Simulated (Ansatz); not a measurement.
AlMo2C:
Space group P6₃/mmc (No. 194); a = b = 3.025 Å, c = 13.479 Å, α = β = 90.00°, γ = 120.00°

```tsv
atom	site	symmetry	x	y	z
Al	2d	-6m2	0.6667	0.3333	0.2500
Mo	4f	3m.	0.3333	0.6667	0.0890
C	2a	-3m.	0.0000	0.0000	0.0000
```

Relaxed at zero pressure with PBE in the plane-wave PAW code Ansatz.

Q: The volume is raised by 9 % and shape and atoms relax at that volume. What pressure results, and how do the axes share the change?

A: -13.3 GPa; a 3.2 %, b 3.2 %, c 2.4 %; the energy rises by 56 meV/atom.

Q: Give the new structure.

A: 
Space group P6₃/mmc (No. 194); a = b = 3.1210 Å, c = 13.7977 Å, α = β = 90.00°, γ = 120.00°

```
atom  site  symmetry       x       y       z
----  ----  --------  ------  ------  ------
Al      2d      -6m2  0.6667  0.3333  0.2500
Mo      4f       3m.  0.3333  0.6667  0.0849
C       2a      -3m.  0.0000  0.0000  0.0000
```

The phase is kept; no other phase was compared at this pressure.

Space group P6_3/mmc. The start of the workflow was typed in or built on a structure type; neither database checked (COD, Materials Project) lists it. Its standing as an ambient phase is unchecked. The cell was relaxed with PBE under the symmetry of its start; whether a distortion lowers the energy is not shown. No spin polarisation was allowed.

Potentials: the earlier of the program's two PAW sets.
